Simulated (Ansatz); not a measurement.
# Structures of SnSe: which is lowest?

Plane-wave DFT in Ansatz with scalar-relativistic PAW potentials, cutoff 420 eV, Γ-centred meshes chosen by cell and gap, Gaussian smearing with energies taken to zero width. Every cell was relaxed (cell and atoms) in a run of its own, within the symmetry of its start. Functional: LDA.

Relaxed structures (starts from databases or built by putting these elements on another compound's sites):
A. P4/nmm, 4 atoms in the computed cell, a = 4.190 Å, c = 10.980 Å; sites (symmetry × multiplicity) Sn 4mm × 2, Se 4mm × 2; start: database
B. Cmmm, 8 atoms in the computed cell, a = 5.732 Å, b = 11.761 Å, c = 2.974 Å; sites (symmetry × multiplicity) Sn m2m × 4, Se m2m × 4; start: database
C. Fm-3m, 2 atoms in the computed cell, a = 5.893 Å; sites (symmetry × multiplicity) Sn m-3m × 4, Se m-3m × 4; start: database
D. Pnma, 8 atoms in the computed cell, a = 11.312 Å, b = 4.113 Å, c = 4.323 Å; sites (symmetry × multiplicity) Sn .m. × 4, Se .m. × 4; start: database

Question: Rank them by energy. Could pressure change the order?

Answer:
| structure | group | E − E(lowest) (meV/atom) | V (Å³/atom) | gap on mesh (eV) |
| --- | --- | --- | --- | --- |
| C | Fm-3m | 0.0 | 25.58 | 0.78 |
| D | Pnma | 1.9 | 25.14 | 0.43 |
| A | P4/nmm | 130 | 48.19 | 1.46 |
| B | Cmmm | 243 | 25.06 | 0.00 |

C and D are level within the 2 meV/atom that separate runs leave open. The two lowest differ in volume by under 3 %, too little for a first-order estimate of what pressure does to that pair (other pairs aren't weighed here). Other structures may lie lower than all of these, and vibrations aren't counted.